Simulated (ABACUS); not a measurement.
**Sensitivity of a calculation on GePt₂ (P-62m, 18 atoms in the cell; from Materials Project mp-20061) to its settings**

```
GePt2
1.0
    6.74399     0.00000     0.00000
    0.00000    11.68093     0.00000
    0.00000     0.00000     3.54096
Ge Pt
6 12
Direct
  0.50000   0.16667   0.00000
  0.00000   0.33333   0.00000
  0.00000   0.00000   0.50000
  0.00000   0.66667   0.00000
  0.50000   0.83333   0.00000
  0.50000   0.50000   0.50000
  0.62181   0.00000   0.50000
  0.18910   0.18910   0.50000
  0.68910   0.31090   0.50000
  0.85846   0.14154   0.00000
  0.28308   0.00000   0.00000
  0.35846   0.35846   0.00000
  0.12180   0.50000   0.50000
  0.68910   0.68910   0.50000
  0.18910   0.81090   0.50000
  0.35846   0.64154   0.00000
  0.78308   0.50000   0.00000
  0.85846   0.85846   0.00000
```

Base run A: PBEsol, numerical atomic orbitals DZP (confined pseudo-atomic orbitals; energy shift 0.01 Ry), PseudoDojo 0.4 standard norm-conserving PBEsol (tails mended) pseudopotentials (ABACUS 3.10.1), self-consistent single point.

Its settings: basis = DZP numerical atomic orbitals, energy shift 0.01 Ry; KPT = Gamma 5 3 10 0.5 0.5 0.5; basis_type = lcao; dft_functional = PBESOL; ecutwfc = 100 Ry; smearing_method = gaussian; smearing_sigma = 0.0199916 Ry; potentials = PseudoDojo 0.4 standard norm-conserving PBEsol (tails mended); symmetry = 1; symmetry_prec = 1e-05; ks_solver = genelpa; scf_nmax = 100; scf_thr = 1.0e-06; mixing_type = pulay.

The atom-centred basis is finite, which shifts total energies against plane waves. Forces and stress are left out: the polarisation orbitals used for some of these elements are too diffuse to give them reliably, and gaps can carry the same lack. The structure comes from a collection of computed structures, made at another level of theory; the collection holds predicted forms beside known ones.

ΔF is the free energy per atom less that of run A. 

Runs:
- B: KPT: Gamma 5 3 10 0.5 0.5 0.5 → Gamma 6 3 10 0 0 0
- C: ecutwfc: 100 Ry → 175 Ry
- D: ecutwfc: 100 Ry → 150 Ry
- E: symmetry: 1 → 0; symmetry_prec: 1e-05 → default
- F: smearing_sigma: 0.0199916 Ry → 0.00734986 Ry; KPT: Gamma 5 3 10 0.5 0.5 0.5 → Gamma 6 3 10 0.5 0.5 0.5
- G: KPT: Gamma 5 3 10 0.5 0.5 0.5 → Gamma 8 5 15 0.5 0.5 0.5

| run | ΔF (meV/atom) | k-points | rough cost (cheapest run = 1) |
|---|---|---|---|
| A | 0.00 | 30 | 1 |
| B | -0.15 | 48 | 1 |
| C | 0.01 | 30 | 2 |
| D | 0.01 | 30 | 2 |
| E | 0.00 | 75 | 2 |
| F | 4.0 | 30 | 1 |
| G | 0.11 | 96 | 2 |

Run F against A: The free energy rises by 4.0 meV/atom.

Run E against A: The free energy hardly moves (within 1 meV/atom).

Run C against A: The free energy stays essentially unchanged (within 1 meV/atom).

The atomic orbitals were generated for these runs; they are not ABACUS's published sets and were checked against plane waves on a few crystals only.

“Tails mended”: in these copies of the files the far tail of each local potential was reset to the Coulomb form.
